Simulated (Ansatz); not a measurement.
TlBr:
```
TlBr
1.0
    0.00000     3.75193     3.75193
    3.75193     0.00000     3.75193
    3.75193     3.75193     0.00000
Br Tl
1 1
Direct
  0.75000   0.75000   0.75000
  0.00000   0.00000   0.00000
```

Relaxed with PBE. Special points in fractions of this cell's reciprocal vectors: Γ (0.000, 0.000, 0.000); X (0.500, 0.000, 0.500); U (0.625, 0.250, 0.625); K (0.375, 0.375, 0.750); L (0.500, 0.500, 0.500); W (0.500, 0.250, 0.750).

Q: List the band energies nearest the valence-band maximum at these points for PBE in the plane-wave PAW code Ansatz.

A: In eV from the valence-band maximum; about four levels below and three above (degenerate sets whole), none deeper than 8.9 eV; points with the same levels are listed once.

```csv
k,below,above
Γ,-3.69 -1.13 -1.13 -1.13,4.47 4.47 4.47
X,-4.41 -1.57 -1.57 -0.12,2.95 5.56 5.56
U,-4.39 -1.72 -1.49 -0.08,3.50 4.85 5.32
L,-4.30 -1.31 -1.31 -0.75,4.01 4.80 4.80
W,-4.40 -1.68 -1.61 0.00,4.00 4.07 5.58
```

Space group F-43m (zinc blende). A made-up cell: these elements were put on the sites of a structure type; neither database checked (COD, Materials Project) lists it. COD files the formula under space group No. 221, so this cell is another polymorph or a model. Whether it is the stable phase at ambient conditions was not checked. The cell was relaxed with PBE under the symmetry of its start; its stability against distortions is not shown here. Spin–orbit coupling is left out wherever it is not named.

Potentials: the later of the program's two PAW sets.
